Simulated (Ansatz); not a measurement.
Input file for Ansatz (a program for electronic structure):

Ansatz 0.2 input:
```yaml
crystal:
  lattice:
    - [7.476290768, 0.0, 0.0]
    - [0.0, 4.2856571937, 0.0]
    - [0.0, 0.0, 8.9364253359]
  atoms:
    - { symbol: Sn, position: [0.7659113257, 0.75, 0.5847723442] }
    - { symbol: Sn, position: [0.2340886743, 0.25, 0.4152276558] }
    - { symbol: Sn, position: [0.7340886743, 0.25, 0.0847723442] }
    - { symbol: Sn, position: [0.2659113257, 0.75, 0.9152276558] }
    - { symbol: Cl, position: [0.5209041622, 0.25, 0.8429480221] }
    - { symbol: Cl, position: [0.4790958378, 0.75, 0.1570519779] }
    - { symbol: Cl, position: [0.9790958378, 0.75, 0.3429480221] }
    - { symbol: Cl, position: [0.0209041622, 0.25, 0.6570519779] }
    - { symbol: Cl, position: [0.141637743, 0.25, 0.0780239826] }
    - { symbol: Cl, position: [0.858362257, 0.75, 0.9219760174] }
    - { symbol: Cl, position: [0.358362257, 0.75, 0.5780239826] }
    - { symbol: Cl, position: [0.641637743, 0.25, 0.4219760174] }
kpoints:
  mp_grid: { grid: [4, 6, 3] }
hamiltonian:
  xc: lda
  pseudopotentials: { kind: paw }
scf:
  occupations: { method: fixed }
phonons:
  method: dfpt
  response_accuracy: low
  qmesh: [2, 2, 1]
  interpolated_qmesh: [8, 13, 6]
  dielectric: true
  rigid_motions: translations
  temperatures: { t_max: 1000, t_step: 50 }
  qpath:
    path:
      - [[0.0, 0.0, 0.0], [0.5, 0.0, 0.0], [0.5, 0.5, 0.0], [0.0, 0.5, 0.0], [0.0, 0.0, 0.0], [0.0, 0.0, 0.5], [0.5, 0.0, 0.5], [0.5, 0.5, 0.5], [0.0, 0.5, 0.5], [0.0, 0.0, 0.5]]  # Γ-X-S-Y-Γ-Z-U-R-T-Z
      - [[0.5, 0.0, 0.0], [0.5, 0.0, 0.5]]  # X-U
      - [[0.0, 0.5, 0.0], [0.0, 0.5, 0.5]]  # Y-T
      - [[0.5, 0.5, 0.0], [0.5, 0.5, 0.5]]  # S-R
    npoints: 7
```

Output (shortened):

```
WARN phonons: the dynamical matrix that this run interpolates holds no multipole term above the dipole-dipole one, and a site of this crystal is no centre of …
zone centre: on kpoints.mp_grid the ground state, and the responses unless they are solved on pairs of k-points, stand on 38 of the mesh's 72 k-points, reduced …
Pseudopotentials: kind: paw
Pseudopotential: Sn, paw, valence charge 14
Pseudopotential: Cl, paw, valence charge 7
Functional definition: SPW92
Crystal: 12 atoms, lattice volume = 286.330 Å³
Basis set: ecut = 420 eV, 5587 PW (Γ), exchange–correlation on 100×60×120 points (8 copies of the dense FFT grid, shifted against one another)
Bands: 68, of which v1, the nominal top of the filled ones, is band 56 counted from 1 (55 counted from 0)
Symmetry: 8 space group operations
k-points: 38 of 72 (irreducible under 1 space group operation, time reversal used)
PAW frozen core: Sn, regenerated for the run's functional, and the local potential with it
PAW frozen core: Cl, regenerated for the run's functional, and the local potential with it
Initial wavefunctions: pseudopotential atomic-orbital guess
Eigensolver: davidson
Functional: x = slater, c = lda
all-band conjugate gradients solve this SCF's bands
SCF 1 converged in 9 iterations: F = -31882.570377 eV  dr2 = 5.54e-11
── the response to a field inside a basis, on 4×6×4 k-points: an SCF that follows is theirs, and a resumed run solves both again ──
Crystal: 12 atoms, lattice volume = 286.330 Å³
Bands: 57, of which v1, the nominal top of the filled ones, is band 56 counted from 1 (55 counted from 0)
k-points: 12 of 96
Initial density: handed on by an earlier stage of this run
Initial wavefunctions: pseudopotential atomic-orbital guess (no wavefunctions were taken with the density)
Eigensolver: Dense (12 Hₖ)
all-band conjugate gradients don't solve this SCF's bands (scf.eigensolver.kind)
SCF 1 converged in 5 iterations: F = -31882.331149 eV  dr2 = 1.06e-8
WARN: on the 8×13×6 q-mesh 4 entries of the irreducible table, 1.923e-2 modes per cell, the lowest at -10.44 cm⁻¹, stand at or below zero and are read as no …
SCF converged after 9 iterations
Free energy (F): -31882.570377 eV
Harris-Foulkes:  -31882.570377 eV  (|F-HF|=3.27e-11)
Internal energy: -31882.570377 eV  (E = F + TS)
E sigma→0 (E₀):  -31882.570377 eV
Fermi energy:    5.519638 eV
--- Per-component energies (eV) ---
  E_band       = -582.574498
  E_kinetic    = 2031.952896
  E_local      = -5741.561548  (includes V_loc(G=0)·N_el)
  E_nonlocal   = 127.073988
  E_hartree    = 2869.801386
  E_xc         = -2368.067764
  E_vxc        = -1369.974771  (∫ρ·V_xc dr)
  E_paw        = -20959.067279  (= ΣΔE_a)
  E_vpaw       = -1369.668269  (= ΣTr[D̂ρ^β])
  E_aug_tail   = 0.000796  (compensation charges beyond the density's cutoff)
  E_ewald      = -7845.926377
  E_core_change = 3.223527  (= ΣΔE_core)
  E_smearing   =  0.000000  (= −TS)
  E_closure    = 0.000000  (closes the sum)
  Σ components = -31882.570377   (vs F -31882.570377, Δ=0.00e0)
--- Band table (eV; the first three rows and the last of 38) ---
  k-point 0: bands = ["-14.8485", "-14.8480", "-14.8393", "-14.8378", "-14.8378", "-14.8378", "-14.8357", "-14.8347", "-14.8345", "-14.8313", "-14.8308", "-14.8305", "-14.8206", "-14.8182", "-14.8176", "-14.8136", "-14.8125", "-14.8107", "-14.8078", …
  k-point 1: bands = ["-14.8483", "-14.8480", "-14.8389", "-14.8381", "-14.8378", "-14.8378", "-14.8354", "-14.8348", "-14.8339", "-14.8322", "-14.8309", "-14.8303", "-14.8200", "-14.8184", "-14.8170", "-14.8147", "-14.8120", "-14.8112", "-14.8075", …
  k-point 2: bands = ["-14.8458", "-14.8445", "-14.8438", "-14.8436", "-14.8428", "-14.8426", "-14.8326", "-14.8319", "-14.8316", "-14.8294", "-14.8294", "-14.8291", "-14.8198", "-14.8174", "-14.8174", "-14.8141", "-14.8128", "-14.8111", "-14.8092", …
  k-point 37: bands = ["-14.8580", "-14.8580", "-14.8580", "-14.8580", "-14.8317", "-14.8317", "-14.8317", "-14.8317", "-14.8240", "-14.8240", "-14.8240", "-14.8240", "-14.8157", "-14.8157", "-14.8157", "-14.8157", "-14.8118", "-14.8118", "-14.8118", …
  band table: 68 of 68 bands, residual norms ≤ 1.0e-3 eV
--- Phonons (Γ-DFPT): 9 representative perturbations + reference, on 38 of 72 k-points (Σ response iterations 27) ---
  k mesh reduced under 1 symmetry operation, with k and −k counted as one. Each operation leaves every solved perturbation unchanged …
  ASR residual: 5.234e-4 → 0.000e0 eV/Å²; symmetrization residual: 1.396e-4 eV/Å²
  ASR residual per site (eV/Å²): 1.36e-4 1.36e-4 1.36e-4 1.36e-4 4.99e-4 4.99e-4 4.99e-4 4.99e-4 5.23e-4 5.23e-4 5.23e-4 5.23e-4
  Γ frequencies (cm⁻¹): 0.00 0.00 0.00 25.31 28.42 33.72 40.11 51.81 56.12 65.91 80.55 87.15 93.87 94.22 103.01 108.96 113.88 131.72 137.53 138.79 139.81 141.08 154.56 160.80 163.98 167.83 171.52 172.54 173.25 178.23 185.37 188.96 189.64 199.02 208.98 241.75
  ε∞ (high-frequency dielectric tensor):
        5.904398     0.000000     0.000000
        0.000000     6.165446     0.000000
        0.000000     0.000000     5.527815
  ε⁰ (static dielectric tensor: ions relaxed, cell fixed):
       57.753691     0.000000     0.000000
        0.000000    64.294314     0.000000
        0.000000     0.000000    16.463640
  ε⁰ − ε∞ (ionic part):
       51.849293     0.000000     0.000000
        0.000000    58.128868     0.000000
        0.000000     0.000000    10.935825
  softest optical mode at Γ: 25.31 cm⁻¹; the repairs (sum rule, projections) moved no ω² at Γ by more than (6.55 cm⁻¹)²
  Born effective charges Z* (e; rows j = field, columns β = displacement):
    site 0:
         3.82182    0.00000   -0.06280
         0.00000    4.15152    0.00000
         0.07362    0.00000    3.31278
    site 1:
         3.82182    0.00000   -0.06280
         0.00000    4.15152    0.00000
         0.07362    0.00000    3.31278
    site 2:
         3.82182    0.00000    0.06280
         0.00000    4.15152    0.00000
        -0.07362    0.00000    3.31278
    site 3:
         3.82182    0.00000    0.06280
         0.00000    4.15152    0.00000
        -0.07362    0.00000    3.31278
    site 4:
        -2.07535    0.00000   -0.41423
         0.00000   -1.85503    0.00000
        -0.16096    0.00000   -1.54015
    site 5:
        -2.07535    0.00000   -0.41423
         0.00000   -1.85503    0.00000
        -0.16096    0.00000   -1.54015
    site 6:
        -2.07535    0.00000    0.41423
         0.00000   -1.85503    0.00000
         0.16096    0.00000   -1.54015
    site 7:
        -2.07535    0.00000    0.41423
         0.00000   -1.85503    0.00000
         0.16096    0.00000   -1.54015
    site 8:
        -1.74647    0.00000    0.48823
         0.00000   -2.29650    0.00000
         0.20978    0.00000   -1.77263
    site 9:
        -1.74647    0.00000    0.48823
         0.00000   -2.29650    0.00000
         0.20978    0.00000   -1.77263
    site 10:
        -1.74647    0.00000   -0.48823
         0.00000   -2.29650    0.00000
        -0.20978    0.00000   -1.77263
    site 11:
        -1.74647    0.00000   -0.48823
         0.00000   -2.29650    0.00000
        -0.20978    0.00000   -1.77263
  Z* charge neutrality: 1.372e-2 e pre-enforcement
  solved inside a basis spanned on kpoints, on 4×6×4 k-points, its susceptibility summed on 6×8×4: ε∞ is read to err by 3.9e-2, Z* by 1.9e-2 e (field_mesh …
  optical modes at Γ without the LO–TO term, one row a degenerate level:
      ω (cm⁻¹)  modes    IR ((D/Å)²/amu)
         25.31      1             0.2530
         28.42      1             0.0000
         33.72      1             0.0000
         40.11      1             0.0000
         51.81      1            14.4204
         56.12      1             0.0000
         65.91      1            33.5267
         80.55      1             0.0434
         87.15      1             0.0000
         93.87      1            11.4416
         94.22      1             0.0000
        103.01      1             0.0000
        108.96      1             0.0000
        113.88      1             0.0000
        131.72      1             0.0000
        137.53      1            17.8922
        138.79      1             5.4681
        139.81      1             0.0000
        141.08      1             0.0000
        154.56      1             0.0000
        160.80      1             0.1212
        163.98      1             0.0000
        167.83      1             0.0000
        171.52      1             0.0000
        172.54      1             0.8150
        173.25      1             2.5585
        178.23      1             0.0000
        185.37      1             0.0000
        188.96      1             0.0000
        189.64      1             0.0000
        199.02      1             0.0000
        208.98      1             4.0688
        241.75      1             0.1259
  optical modes at Γ + LO–TO along q̂ = [1.0000, 0.0000, 0.0000]:
      ω (cm⁻¹)  modes    IR ((D/Å)²/amu)
         25.31      1             0.2530
         28.42      1             0.0000
         33.72      1             0.0000
         40.11      1             0.0000
         56.12      1             0.0000
         65.91      1            33.5267
         75.26      1             0.2237
         80.55      1             0.0434
         87.15      1             0.0000
         94.22      1             0.0000
        103.01      1             0.0000
        108.96      1             0.0000
        113.88      1             0.0000
        127.38      1             0.7134
        131.72      1             0.0000
        137.53      1            17.8922
        139.81      1             0.0000
        141.08      1             0.0000
        154.56      1             0.0000
        160.52      1             0.0416
        163.98      1             0.0000
        167.83      1             0.0000
        171.52      1             0.0000
        172.54      1             0.8150
        173.25      1             2.5585
        178.23      1             0.0000
        185.37      1             0.0000
        188.96      1             0.0000
        189.64      1             0.0000
        199.02      1             0.0000
        208.98      1             4.0688
        219.22      1            27.9947
        243.28      1             2.6038
  optical modes at Γ + LO–TO along q̂ = [0.0000, 1.0000, 0.0000]:
      ω (cm⁻¹)  modes    IR ((D/Å)²/amu)
         25.31      1             0.2530
         28.42      1             0.0000
         33.72      1             0.0000
         40.11      1             0.0000
         51.81      1            14.4204
         56.12      1             0.0000
         80.55      1             0.0434
         87.15      1             0.0000
         93.87      1            11.4416
         94.22      1             0.0000
        103.01      1             0.0000
        108.96      1             0.0000
        113.88      1             0.0000
        131.72      1             0.0000
        137.53      1            17.8922
        138.79      1             5.4681
        139.81      1             0.0000
        141.08      1             0.0000
        154.56      1             0.0000
        160.80      1             0.1212
        162.30      1             2.6471
        163.98      1             0.0000
        167.83      1             0.0000
        171.52      1             0.0000
        172.54      1             0.8150
        178.23      1             0.0000
        185.37      1             0.0000
        188.96      1             0.0000
        189.64      1             0.0000
        199.02      1             0.0000
        208.98      1             4.0688
        227.19      1            33.4381
        241.75      1             0.1259
  optical modes at Γ + LO–TO along q̂ = [0.0000, 0.0000, 1.0000]:
      ω (cm⁻¹)  modes    IR ((D/Å)²/amu)
         27.87      1             0.0401
         28.42      1             0.0000
         33.72      1             0.0000
         40.11      1             0.0000
         51.81      1            14.4204
         56.12      1             0.0000
         65.91      1            33.5267
         80.67      1             0.0046
         87.15      1             0.0000
         93.87      1            11.4416
         94.22      1             0.0000
        103.01      1             0.0000
        108.96      1             0.0000
        113.88      1             0.0000
        131.72      1             0.0000
        138.79      1             5.4681
        139.81      1             0.0000
        141.08      1             0.0000
        154.56      1             0.0000
        160.80      1             0.1212
        163.98      1             0.0000
        167.83      1             0.0000
        169.61      1             0.5439
        171.52      1             0.0000
        173.25      1             2.5585
        178.23      1             0.0000
        185.37      1             0.0000
        188.24      1             3.6433
        188.96      1             0.0000
        189.64      1             0.0000
        199.02      1             0.0000
        241.75      1             0.1259
        243.09      1            18.8405
  non-analytic LO–TO correction: the dipole-dipole term of the run's Born effective charges and high-frequency dielectric tensor (where they are solved with …
--- Phonons (arbitrary-q DFPT): 4 irreducible q on the 2×2×1 mesh ---
  q = [0.0000, 0.0000, 0.0000] (star 1, of the zone-centre solve; hermiticity 5.81e-5, symmetrization 1.45e-5):  0.00  0.00  0.00 25.31 28.42 33.72 40.11 51.81 56.12 65.91 80.55 87.15 93.87 94.22 103.01 108.96 113.88 131.72 137.53 138.79 139.81 141.08 154.56 …
  q = [0.0000, -0.5000, 0.0000] (star 1, 9 solved perturbations on 28 of 72 k-point pairs; hermiticity 4.76e-5, symmetrization 6.32e-13): 39.20 39.20 45.20 45.20 52.93 52.93 67.37 67.37 80.77 80.77 83.15 83.15 97.40 97.40 101.43 101.43 121.39 121.39 133.68 …
  q = [-0.5000, 0.0000, 0.0000] (star 1, 9 solved perturbations on 28 of 72 k-point pairs; hermiticity 1.31e-4, symmetrization 8.82e-13): 28.33 28.33 32.66 32.66 34.72 34.72 47.55 47.55 74.24 74.24 81.72 81.72 94.78 94.78 108.47 108.47 140.85 140.85 143.28 …
  q = [-0.5000, -0.5000, 0.0000] (star 1, 9 solved perturbations on 28 of 72 k-point pairs; hermiticity 4.29e-5, symmetrization 1.34e-12): 36.64 36.64 36.64 36.64 53.64 53.64 53.64 53.64 80.29 80.29 80.29 80.29 102.08 102.08 102.08 102.08 122.56 122.56 122.56 …
  sum rule: each row above includes the acoustic sum rule's correction from the zone centre's row sums; it moved no ω² by more than (2.02 cm⁻¹)²
  mesh force constants: q→R imaginary residual 0.00e0; ASR residual 5.234e-4 → 0.000e0 eV/Å²; symmetrization residual 3.553e-15 eV/Å²
  interpolated dispersion: 89 rows × 36 modes
  density of states and harmonic sums: on the 8×13×6 q-mesh, interpolated from the force constants of a 2×2×1 supercell (with the dipole–dipole term)
  largest difference from the sums on the solved wave vectors: F 1.31e-1 eV, S 1.94e-4 and C_V 6.24e-5 eV/K
  zero-point energy: 0.275171 eV/cell   skipped modes (ω ≤ 0): 7, of them read as no rigid motion or as one in doubt …
```

Cost: roughly 50 core-minutes on shared cores.

Space group Pnma. The first step of the workflow began from a Materials Project structure, measured or hypothetical; the Crystallography Open Database files this formula in space group No. 62, but the cells were not matched. Its standing as an ambient phase is unchecked. The cell was relaxed with LDA under the symmetry of its start. A crystal of weakly bound chains computed without a dispersion correction: the cell and the soft elastic constants depend strongly on that. Scalar-relativistic: spin–orbit coupling is off unless named, which matters more the heavier the elements.

Potentials: the later of the program's two PAW sets.

Ansatz is a plane-wave DFT program.
